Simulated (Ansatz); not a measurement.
As (A7 type, space group R-3m)

```xyz
2
Lattice="1.8805 1.0857 3.5778 -1.8805 1.0857 3.5778 0.0000 -2.1714 3.5778" Properties=species:S:1:pos:R:3 pbc="T T T"
As     0.0000     0.0000     2.4258
As     0.0000     0.0000     8.3078
```

This relaxed cell (volume V₀) is scaled evenly in all directions, its shape held. The atoms relax within the cell's symmetry.

Level of theory: r2SCAN+rVV10 (plane waves to 500 eV, PAW, scalar-relativistic; Ansatz, a program for electronic structure). k mesh 15×15×15 (Γ-centred), Fermi-Dirac smearing 0.05 eV. E stands for the smeared free energy. Stress and pressure are positive under compression. As was relaxed with its symmetry unable to fall. The zero of ΔE is the relaxed starting cell.

```tsv
V (Å³/atom)	P (GPa)	ΔE (eV/atom)
19.723	6.9	…
20.271	4.9	…
20.819	3.2	0.011
21.367	1.5	0.003
21.915	0.0	0.000
22.463	-1.4	0.002
23.011	-2.6	0.009
23.559	-3.7	0.020
24.106	-4.6	…
```

Question: Fill in the missing entries.

Answer: 
- 19.723, ΔE (eV/atom): 0.045
- 20.271, ΔE (eV/atom): 0.024
- 24.106, ΔE (eV/atom): 0.034

(Under strain, the slope of the energy per volume gives the stress and its curvature an elastic modulus.)
